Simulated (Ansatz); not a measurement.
An Ansatz (a quantum-chemistry and plane-wave program) run. Input:

Ansatz 0.2 input:
```yaml
crystal:
  lattice:
    - [0.0, 1.9055235303, 1.9055235303]
    - [1.9055235303, 0.0, 1.9055235303]
    - [1.9055235303, 1.9055235303, 0.0]
  atoms:
    - { symbol: Tc, position: [0.0, 0.0, 0.0] }
kpoints:
  mp_grid: { grid: [39, 39, 39] }
hamiltonian:
  xc: lda
  pseudopotentials: { kind: paw }
scf:
  occupations: { method: fermi_dirac, width: 0.1 }
elastic: { mode: relaxed_ion, stencil: two_point, amplitude: 0.005, f_tol: 0.0005 }
```

Output (shortened):

```
Pseudopotential: Tc, paw, valence charge 15
Functional definition: SPW92
Crystal: 1 atoms, lattice volume = 13.838 Å³
Basis set: ecut = 500 eV, 339 PW (Γ)
Bands: 12, of which v1, the nominal top of the filled ones, is band 8 counted from 1 (7 counted from 0)
Symmetry: 48 space group operations
Space group: Fm-3m (ITA 225), of the structure as read, at distance tolerance 2.4e-5 Å
k-points: 1540 of 59319
SCF iter   1: F=—  HF=-5281.403558 eV  |F-HF|=—  |Δ(HF+E_count)|=         —  Δρ=6.25e-2  dr2=4.76e-1  ethr=3.10e-3  ⟨swp⟩=5.0  Hψ=102677  notcnv=0
preconditioner: auto → none
SCF iter   2: F=—  HF=-5281.228699 eV  |F-HF|=—  |Δ(HF+E_count)|=   1.75e-1  Δρ=1.50e-2  dr2=1.15e-2  ethr=3.10e-3  ⟨swp⟩=3.0  Hψ=46862  notcnv=0  defer=32
SCF iter   3: F=—  HF=-5281.224459 eV  |F-HF|=—  |Δ(HF+E_count)|=   4.24e-3  Δρ=6.49e-3  dr2=2.12e-3  ethr=7.68e-5  ⟨swp⟩=2.6  Hψ=29010  notcnv=0  defer=32
SCF iter   4: F=—  HF=-5281.223673 eV  |F-HF|=—  |Δ(HF+E_count)|=   7.85e-4  Δρ=1.50e-3  dr2=1.11e-4  ethr=1.41e-5  ⟨swp⟩=1.0  Hψ=18448  notcnv=0  defer=32
SCF iter   5: F=—  HF=-5281.223630 eV  |F-HF|=—  |Δ(HF+E_count)|=   4.31e-5  Δρ=1.70e-4  dr2=1.60e-6  ethr=7.37e-7  ⟨swp⟩=1.0  Hψ=18448  notcnv=0  defer=32
SCF iter   6: F=—  HF=-5281.223632 eV  |F-HF|=—  |Δ(HF+E_count)|=   1.49e-6  Δρ=1.11e-5  dr2=5.88e-9  ethr=1.07e-8  ⟨swp⟩=2.0  Hψ=29977  notcnv=0  defer=32
SCF iter   7: F=—  HF=-5281.223632 eV  |F-HF|=—  |Δ(HF+E_count)|=   1.12e-9  Δρ=3.33e-6  dr2=3.36e-10  ethr=3.92e-11  ⟨swp⟩=1.3  Hψ=19601  notcnv=0  defer=32
SCF iter   8: F=—  HF=-5281.223632 eV  |F-HF|=—  |Δ(HF+E_count)|=  1.12e-10  Δρ=2.87e-7  dr2=2.64e-12  ethr=2.24e-12  ⟨swp⟩=2.4  Hψ=24268  notcnv=0  defer=32
SCF iter   9: F=-5281.223632 eV  HF=-5281.223632 eV  |F-HF|=9.09e-13  |Δ(HF+E_count)|=  2.73e-12  Δρ=2.12e-8  dr2=5.19e-14  ethr=1.00e-12  ⟨swp⟩=5.0  Hψ=63541  notcnv=0
SCF 1 converged in 9 iterations: F = -5281.223632 eV  dr2 = 5.19e-14
Crystal: 1 atoms, lattice volume = 13.769 Å³
Symmetry: 16 space group operations
k-points: 4200 of 59319
iter 1 solved again at ethr=1.53e-7 eV; its pass at ethr=3.10e-3 eV (dr2=2.29e-5 eV) is discarded
SCF iter   1: F=—  HF=-5281.223007 eV  |F-HF|=—  |Δ(HF+E_count)|=         —  Δρ=5.02e-4  dr2=1.31e-5  ethr=1.53e-7  ⟨swp⟩=3.0  Hψ=357599  notcnv=0  defer=6
preconditioner: auto → none
SCF iter   2: F=—  HF=-5281.223003 eV  |F-HF|=—  |Δ(HF+E_count)|=   3.36e-6  Δρ=2.24e-4  dr2=1.98e-6  ethr=8.75e-8  ⟨swp⟩=2.2  Hψ=69424  notcnv=0  defer=6
SCF iter   3: F=—  HF=-5281.223003 eV  |F-HF|=—  |Δ(HF+E_count)|=   5.22e-7  Δρ=5.03e-5  dr2=1.90e-7  ethr=1.32e-8  ⟨swp⟩=1.3  Hψ=55385  notcnv=0  defer=6
SCF iter   4: F=—  HF=-5281.223003 eV  |F-HF|=—  |Δ(HF+E_count)|=   5.75e-8  Δρ=4.32e-6  dr2=4.63e-10  ethr=1.27e-9  ⟨swp⟩=2.5  Hψ=76192  notcnv=0  defer=6
SCF iter   5: F=—  HF=-5281.223003 eV  |F-HF|=—  |Δ(HF+E_count)|=  4.73e-11  Δρ=9.51e-7  dr2=2.54e-11  ethr=3.09e-12  ⟨swp⟩=2.0  Hψ=67921  notcnv=0  defer=6
SCF iter   6: F=-5281.223003 eV  HF=-5281.223003 eV  |F-HF|=9.09e-13  |Δ(HF+E_count)|=  9.09e-13  Δρ=4.55e-8  dr2=8.74e-14  ethr=1.00e-12  ⟨swp⟩=4.0  Hψ=197288  notcnv=0
SCF 2 converged in 6 iterations: F = -5281.223003 eV  dr2 = 8.74e-14
Crystal: 1 atoms, lattice volume = 13.907 Å³
iter 1 solved again at ethr=1.31e-10 eV; its pass at ethr=3.10e-3 eV (dr2=1.96e-8 eV) is discarded
SCF iter   1: F=—  HF=-5281.223188 eV  |F-HF|=—  |Δ(HF+E_count)|=         —  Δρ=1.68e-5  dr2=2.32e-8  ethr=1.31e-10  ⟨swp⟩=3.2  Hψ=355803  notcnv=0  defer=5
preconditioner: auto → none
SCF iter   2: F=—  HF=-5281.223188 eV  |F-HF|=—  |Δ(HF+E_count)|=   7.64e-9  Δρ=5.97e-6  dr2=1.69e-9  ethr=1.31e-10  ⟨swp⟩=2.5  Hψ=74335  notcnv=0  defer=5
SCF iter   3: F=—  HF=-5281.223188 eV  |F-HF|=—  |Δ(HF+E_count)|=  3.48e-10  Δρ=2.12e-6  dr2=1.93e-10  ethr=1.13e-11  ⟨swp⟩=1.9  Hψ=73618  notcnv=0  defer=5
SCF iter   4: F=—  HF=-5281.223188 eV  |F-HF|=—  |Δ(HF+E_count)|=  3.18e-11  Δρ=3.22e-7  dr2=4.49e-12  ethr=1.29e-12  ⟨swp⟩=2.0  Hψ=62927  notcnv=0  defer=5
SCF iter   5: F=-5281.223188 eV  HF=-5281.223188 eV  |F-HF|=2.73e-12  |Δ(HF+E_count)|=  1.82e-12  Δρ=5.43e-8  dr2=8.44e-14  ethr=1.00e-12  ⟨swp⟩=3.0  Hψ=195930  notcnv=0
SCF 3 converged in 5 iterations: F = -5281.223188 eV  dr2 = 8.44e-14
Crystal: 1 atoms, lattice volume = 13.838 Å³
Symmetry: 8 space group operations
k-points: 8000 of 59319
iter 1 solved again at ethr=1.31e-7 eV; its pass at ethr=3.10e-3 eV (dr2=1.97e-5 eV) is discarded
SCF iter   1: F=—  HF=-5281.223436 eV  |F-HF|=—  |Δ(HF+E_count)|=         —  Δρ=6.19e-4  dr2=4.37e-5  ethr=1.31e-7  ⟨swp⟩=3.0  Hψ=669233  notcnv=0  defer=16
preconditioner: auto → none
SCF iter   2: F=—  HF=-5281.223420 eV  |F-HF|=—  |Δ(HF+E_count)|=   1.69e-5  Δρ=1.94e-4  dr2=2.58e-6  ethr=1.31e-7  ⟨swp⟩=2.8  Hψ=155122  notcnv=0  defer=16
SCF iter   3: F=—  HF=-5281.223419 eV  |F-HF|=—  |Δ(HF+E_count)|=   9.05e-7  Δρ=4.78e-5  dr2=9.95e-8  ethr=1.09e-8  ⟨swp⟩=2.4  Hψ=131898  notcnv=0  defer=16
SCF iter   4: F=—  HF=-5281.223419 eV  |F-HF|=—  |Δ(HF+E_count)|=   3.28e-8  Δρ=2.38e-6  dr2=2.11e-10  ethr=4.18e-10  ⟨swp⟩=2.0  Hψ=155067  notcnv=0  defer=16
SCF iter   5: F=—  HF=-5281.223419 eV  |F-HF|=—  |Δ(HF+E_count)|=  1.82e-11  Δρ=6.78e-7  dr2=5.27e-11  ethr=8.86e-13 (applied; sched 1.00e-12)  ⟨swp⟩=2.2  Hψ=151067  notcnv=0  defer=20
SCF iter   6: F=—  HF=-5281.223419 eV  |F-HF|=—  |Δ(HF+E_count)|=  2.00e-11  Δρ=1.20e-7  dr2=3.62e-13  ethr=2.22e-13 (applied; sched 1.00e-12)  ⟨swp⟩=2.2  Hψ=148462  notcnv=0  defer=58
SCF iter   7: F=-5281.223419 eV  HF=-5281.223419 eV  |F-HF|=9.09e-13  |Δ(HF+E_count)|=  9.09e-13  Δρ=2.13e-8  dr2=9.53e-15  ethr=1.00e-12  ⟨swp⟩=4.0  Hψ=291873  notcnv=0
SCF 4 converged in 7 iterations: F = -5281.223419 eV  dr2 = 9.53e-15
Crystal: 1 atoms, lattice volume = 13.838 Å³
iter 1 solved again at ethr=1.68e-11 eV; its pass at ethr=3.10e-3 eV (dr2=2.52e-9 eV) is discarded
SCF iter   1: F=—  HF=-5281.223419 eV  |F-HF|=—  |Δ(HF+E_count)|=         —  Δρ=7.59e-6  dr2=2.68e-9  ethr=1.68e-11  ⟨swp⟩=2.8  Hψ=678919  notcnv=0  defer=7
preconditioner: auto → none
SCF iter   2: F=—  HF=-5281.223419 eV  |F-HF|=—  |Δ(HF+E_count)|=  7.01e-10  Δρ=3.30e-6  dr2=4.84e-10  ethr=1.68e-11  ⟨swp⟩=1.8  Hψ=124359  notcnv=0  defer=7
SCF iter   3: F=—  HF=-5281.223419 eV  |F-HF|=—  |Δ(HF+E_count)|=  1.15e-10  Δρ=6.60e-7  dr2=4.22e-11  ethr=3.22e-12  ⟨swp⟩=2.1  Hψ=134748  notcnv=0  defer=7
SCF iter   4: F=—  HF=-5281.223419 eV  |F-HF|=—  |Δ(HF+E_count)|=  1.64e-11  Δρ=9.15e-8  dr2=2.14e-13  ethr=2.82e-13 (applied; sched 1.00e-12)  ⟨swp⟩=2.5  Hψ=145706  notcnv=0  defer=50
SCF iter   5: F=-5281.223419 eV  HF=-5281.223419 eV  |F-HF|=2.73e-12  |Δ(HF+E_count)|=  1.82e-12  Δρ=1.71e-8  dr2=8.11e-15  ethr=1.00e-12  ⟨swp⟩=4.0  Hψ=288449  notcnv=0
SCF 5 converged in 5 iterations: F = -5281.223419 eV  dr2 = 8.11e-15
SCF converged after 9 iterations
Free energy (F): -5281.223632 eV
Harris-Foulkes:  -5281.223632 eV  (|F-HF|=9.09e-13)
Internal energy: -5281.188479 eV  (E = F + TS)
E sigma→0 (E₀):  -5281.206055 eV
Entropy (-TS):   -0.035152 eV (-35.152 meV/atom)
Fermi energy:    23.154747 eV
--- Per-component energies (eV) ---
  E_band       = -39.181434
  E_kinetic    = 624.540082
  E_local      = -1159.481615  (includes V_loc(G=0)·N_el)
  E_nonlocal   = 293.118616
  E_hartree    = 311.017046
  E_xc         = -238.213529
  E_vxc        = -294.744560  (∫ρ·V_xc dr)
  E_paw        = -3163.795478  (= ΣΔE_a)
  E_vpaw       = -124.648047  (= ΣTr[D̂ρ^β])
  E_aug_tail   = 0.000004  (compensation charges beyond the density's cutoff)
  E_ewald      = -1948.885328
  E_core_change = 0.511721  (= ΣΔE_core)
  E_smearing   = -0.035152  (= −TS)
  E_closure    = 0.000000  (closes the sum)
  Σ components = -5281.223632   (vs F -5281.223632, Δ=0.00e0)
  [band-id]    e_kinetic+e_local+e_nonlocal+2·e_hartree+e_vxc+e_vpaw+e_augmentation_tail = -39.181427   (vs E_band -39.181434, Δ=7.72e-6)
--- Forces (eV/Å), atoms counted from 1 ---
  atom   1  Tc     0.00000000     0.00000000     0.00000000
  max |Σ_I F_I| component: 0.0 eV/Å
--- Stress (GPa, compression-positive) ---
        0.204314       0.000000       0.000000
        0.000000       0.204314       0.000000
        0.000000       0.000000       0.204314
  P = ⅓ Tr σ = 0.2043 GPa (2.043 kbar)
--- Band table (eV; the first three rows and the last of 1540) ---
  k-point 0: bands = ["-43.6972", "-14.9866", "-14.9866", "-14.9866", "15.4955", "21.2607", "21.2607", "21.2607", "24.0381", "24.0381", "37.0476", "42.6452"]
  k-point 1: bands = ["-43.6956", "-14.9965", "-14.9878", "-14.9878", "15.5252", "21.2421", "21.2742", "21.2742", "24.0277", "24.0277", "37.1024", "42.5142"]
  k-point 2: bands = ["-43.6907", "-15.0260", "-14.9915", "-14.9915", "15.6133", "21.1881", "21.3137", "21.3137", "23.9980", "23.9980", "37.2637", "42.1604"]
  k-point 1539: bands = ["-43.3512", "-15.9448", "-15.9145", "-15.5236", "18.5335", "20.1315", "20.4013", "23.4766", "26.8360", "34.2694", "34.3907", "35.7993"]
--- Elastic constants: 2 strain directions × 2 members + reference (group order 48) ---
  dense FFT box of the reference and of every strained cell: 20×20×20
  strains applied: 11, 23; error gains: componentwise 1.00 (the most a stress slope's error grows in a printed constant), spectral 1.73 (1 for all six strains …
  C = ∂σ_k/∂η_j (tension-positive GPa; Voigt order 11 22 33 23 13 12):
       496.705    262.544    262.544      0.000      0.000      0.000
       262.544    496.705    262.544      0.000      0.000      0.000
       262.544    262.544    496.705      0.000      0.000      0.000
         0.000      0.000      0.000    197.362      0.000      0.000
         0.000      0.000      0.000      0.000    197.362      0.000
         0.000      0.000      0.000      0.000      0.000    197.362
  reference stress σ⁰ (GPa):     -0.204     -0.204     -0.204      0.000      0.000      0.000
  C* (energy form; C + prestress term) asymmetry max|C*_kj − C*_jk| = 5.684e-14 GPa — a small one proves nothing (zero by symmetry where the batch's group is …
  moduli (Voigt/Reuss/Hill, GPa): K = 340.60/340.60/340.60   G = 165.25/154.88/160.07   E = 415.16   ν = 0.297
  mechanically stable: yes (min eigenvalue of sym C = 197.36 GPa)
  where every solve meets its electron count the energy-path curvature estimates C_jj along a normal strain and C_jj − ¼(σ⁰_aa + σ⁰_bb) along a shear (ab), of …
  strain η (Voigt 11):  stress-route row diagonal C_11 = 496.71 GPa, energy-path curvature d²(F+E_count+ΔE)/dδ²/Ω₀ = 496.74 GPa
         δ    σ_11 (GPa)             F (eV)   n_scf  n_hpsi   n_pw
    -5.000e-3      -2.7178       -5281.2230027       6  874223    363   relax 0 steps, max|allowed force component| 0.00e0 eV/Å
     5.000e-3       2.2493       -5281.2231878       5  813025    365   relax 0 steps, max|allowed force component| 0.00e0 eV/Å
  strain η (Voigt 23):  stress-route row diagonal C_44 = 197.36 GPa, energy-path curvature d²(F+E_count+ΔE)/dδ²/Ω₀ = 197.46 GPa
         δ    σ_23 (GPa)             F (eV)   n_scf  n_hpsi   n_pw
    -5.000e-3      -0.9868       -5281.2234186       7  1798746    365   relax 0 steps, max|allowed force component| 0.00e0 eV/Å
     5.000e-3       0.9868       -5281.2234186       5  1468203    365   relax 0 steps, max|allowed force component| 0.00e0 eV/Å
```

Cost: roughly 11 core-minutes on shared cores.

The workflow started from an entry of the Crystallography Open Database (COD), which files this formula under 2 space groups. It is not the phase usual at ambient conditions (space group No. 194). Symmetry was held in the LDA relaxation; whether a distortion lowers the energy is not shown. The run is not spin-polarised. As this level gives no gap, shear constants depend on the k-mesh and smearing (Fermi–Dirac, 0.1 eV here). Spin–orbit coupling is left out wherever it is not named.

Potentials: the later of the program's two PAW sets.

Ansatz is a plane-wave DFT program.
